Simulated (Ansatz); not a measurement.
Method: Ansatz, DFT PBE, scalar-relativistic, plane waves, PAW. All cells share a 420 eV cutoff and Γ-centred k meshes spaced about 0.3 Å⁻¹ or finer (0.25 for metals, 2π included). These runs have no spin polarisation.

This relaxed Sc4BP3 cell comes from a structure search over trial cells.

```cif
data_structure
_symmetry_space_group_name_H-M 'Pm'
_symmetry_Int_Tables_number 6
_cell_length_a 5.3086
_cell_length_b 3.8700
_cell_length_c 6.7707
_cell_angle_alpha 90.000
_cell_angle_beta 90.176
_cell_angle_gamma 90.000
_cell_volume 139.10
loop_
_atom_site_label
_atom_site_type_symbol
_atom_site_symmetry_multiplicity
_atom_site_Wyckoff_symbol
_atom_site_fract_x
_atom_site_fract_y
_atom_site_fract_z
_atom_site_occupancy
Sc1 Sc 1 a 0.74157 0.00000 0.34165 1
Sc2 Sc 1 a 0.25688 0.00000 0.70009 1
Sc3 Sc 1 b 0.27187 0.50000 0.13727 1
Sc4 Sc 1 b 0.73290 0.50000 0.82313 1
B1 B 1 a 0.55478 0.00000 0.00014 1
P1 P 1 a 0.94849 0.00000 0.00542 1
P2 P 1 b 0.47508 0.50000 0.49531 1
P3 P 1 b 0.01843 0.50000 0.49699 1
```

Problem. Is it a true minimum?

Solution. As far as tested, yes. The phonons on a 1×2×1 q mesh of the computed 8-atom cell show no imaginary mode. (Phonon run: 6×8×6 k mesh, Gaussian smearing of 0.10 eV.) After random moves of the atoms it relaxes back. The optical modes at Γ run from 135 to 481 cm⁻¹. Sc on its first site is surrounded by 1 B at 2.51 Å and 5 P at 2.53–2.65 Å; Sc on its second site is surrounded by 1 B at 2.57 Å and 5 P at 2.64–2.69 Å; B has 1 P at 2.09 Å and 6 Sc at 2.47–2.62 Å; around P on its first site lie 1 B at 2.09 Å and 6 Sc at 2.53–2.73 Å; 4 more sites not described. The phonon run warned that its eigensolver hadn't fully converged.

Phonons of metals hang on the k mesh and the smearing.
